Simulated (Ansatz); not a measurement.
Method: Ansatz, DFT PBE, scalar-relativistic, plane waves, PAW. Cutoff 420 eV, Γ-centred meshes of about 0.25 Å⁻¹ or finer for metals and 0.3 Å⁻¹ for insulators (2π included), Gaussian smearing. No spin polarisation.

All energies are static (0 K, no zero-point motion).

Compare these two cells of Te2Mo2Pt, each relaxed at this level.

A.

```cif
data_structure
_symmetry_space_group_name_H-M 'P-3m1'
_symmetry_Int_Tables_number 164
_cell_length_a 3.2126
_cell_length_b 3.2126
_cell_length_c 12.4672
_cell_angle_alpha 90.000
_cell_angle_beta 90.000
_cell_angle_gamma 120.000
_cell_volume 111.43
loop_
_atom_site_label
_atom_site_type_symbol
_atom_site_symmetry_multiplicity
_atom_site_Wyckoff_symbol
_atom_site_fract_x
_atom_site_fract_y
_atom_site_fract_z
_atom_site_occupancy
Te1 Te 2 d 0.66667 0.33333 0.32549 1
Mo1 Mo 2 d 0.33333 0.66667 0.16819 1
Pt1 Pt 1 a 0.00000 0.00000 0.00000 1
```

B.

```cif
data_structure
_symmetry_space_group_name_H-M 'P-3m1'
_symmetry_Int_Tables_number 164
_cell_length_a 4.4644
_cell_length_b 4.4644
_cell_length_c 7.6489
_cell_angle_alpha 90.000
_cell_angle_beta 90.000
_cell_angle_gamma 120.000
_cell_volume 132.03
loop_
_atom_site_label
_atom_site_type_symbol
_atom_site_symmetry_multiplicity
_atom_site_Wyckoff_symbol
_atom_site_fract_x
_atom_site_fract_y
_atom_site_fract_z
_atom_site_occupancy
Te1 Te 2 d 0.33333 0.66667 0.73276 1
Mo1 Mo 2 d 0.33333 0.66667 0.08667 1
Pt1 Pt 1 a 0.00000 0.00000 0.00000 1
```

Question: Which would you expect to be lower, and how large is the difference?

Answer: B is lower, by 107 meV/atom. A has space group P-3m1 (No. 164), 22.3 Å³/atom and no gap on its mesh; B has space group P-3m1 (No. 164), 26.4 Å³/atom and no gap. Counting Te atoms around Mo and Pt (those within 1.25 times the shortest such distance or 1.15 times the sum of covalent radii, 1.27 where that leaves under three; a plus sign parts nearer from farther groups; the shortest distance is added where it exceeds 1.18 times the sum of covalent radii), A has Mo 3, Pt 6+6 from 4.5 Å and B has Mo 4, Pt 6 from 3.3 Å. Even the lower one lies +0.11 eV/atom against the reference forms of the elements (uncorrected), so neither is stable at this level. Both come from trial cells of a structure search, whose lowest cell (P2_1/m, 24.3 Å³/atom) lies 247 meV/atom below the lower of the two.

Weakly bound directions are ill-defined at this level, which has no dispersion term (P-3m1 at 22.3 Å³/atom, P-3m1 at 26.4 Å³/atom), and this can change margins and order among such cells. Spin–orbit coupling, which can matter for Pt and Te, is left out. Trial moments fell under 0.15 μB along the way in P-3m1; another start might hold them. With atoms moved at random, B (by 247 meV/atom) fell into a lower structure. A had no clear such test and can be a saddle point. Some candidate types were left out of the draw beforehand, so a known form may be missing.
